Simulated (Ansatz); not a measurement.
Input and command of a plane-wave DFT calculation in Ansatz:

```yaml
crystal:
  lattice:
    - [2.1543592687, 1.2438199037, 10.3089564]
    - [-2.1543592687, 1.2438199037, 10.3089564]
    - [0.0, -2.4876398074, 10.3089564]
  atoms:
    - { symbol: Bi, position: [0.4008, 0.4008, 0.4008] }
    - { symbol: Bi, position: [0.5992, 0.5992, 0.5992] }
    - { symbol: Se, position: [0.0, 0.0, 0.0] }
    - { symbol: Se, position: [0.2117, 0.2117, 0.2117] }
    - { symbol: Se, position: [0.7883, 0.7883, 0.7883] }
basis:
  ecutwfc: 420
kpoints:
  mp_grid: { grid: [12, 12, 12] }
hamiltonian:
  xc: pbesol
scf:
  occupations: { method: gaussian, width: 0.03 }
output:
  forces: true
  stress: true
  eigenvalues: true
```

```bash
ansatz run input.yaml --threads 1 --pin off --max-ram 2560MiB --backend cpu --events-out ev --progress --plain --runs-dir out
```

Processor: AMD EPYC 9R45 96-Core Processor (Zen 5), 1 thread, on a host shared with other jobs.

Estimate time, memory and problem size.

About 25 s on 1 thread of AMD EPYC 9R45 96-Core Processor (Zen 5), with other jobs on the host, peak memory 1.1 GiB. It solves 47 bands at 189 k points (the mesh reduced by symmetry) with about 3209 plane waves, in 8 SCF iterations.
